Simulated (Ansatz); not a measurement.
CuNi3N (anti-perovskite, space group No. 221) at seven volumes, plane-wave PAW PBEsol (Ansatz code), scaled uniformly. One row is withheld.

```json
[
 {"V (Å³/atom)": "9.102", "P (GPa)": "27.09"},
 {"V (Å³/atom)": "9.402", "P (GPa)": "16.47"},
 {"V (Å³/atom)": "9.702", "P (GPa)": "?"},
 {"V (Å³/atom)": "10.003", "P (GPa)": "0.00"},
 {"V (Å³/atom)": "10.303", "P (GPa)": "-6.33"},
 {"V (Å³/atom)": "10.603", "P (GPa)": "-11.64"},
 {"V (Å³/atom)": "10.903", "P (GPa)": "-16.10"}
]
```

Problem. Fit the shown pressures and predict the withheld one.

Solution. Third-order Birch–Murnaghan: P = (3/2)B₀(x^(7/2) − x^(5/2))[1 + (3/4)(B′ − 4)(x − 1)] with x = (V₀/V)^(2/3). Least squares on the six rows gives V₀ = 10.003 Å³/atom, B₀ = 229.3 GPa, B′ = 4.75. At V = 9.702, x = 1.0206 and P = 7.53 GPa. The run itself gave 7.53 GPa.

Space group Pm-3m (anti-perovskite). The workflow started from a Materials Project entry (that database holds measured and hypothetical structures alike); the Crystallography Open Database copy checked does not list it. Its standing as an ambient phase is unchecked. Symmetry was held in the PBEsol relaxation; whether a distortion lowers the energy is not shown. Spin order of the final state: ferromagnetic, the only order run, not a proven ground state. No Hubbard U is applied.

Potentials: the later of the program's two PAW sets.
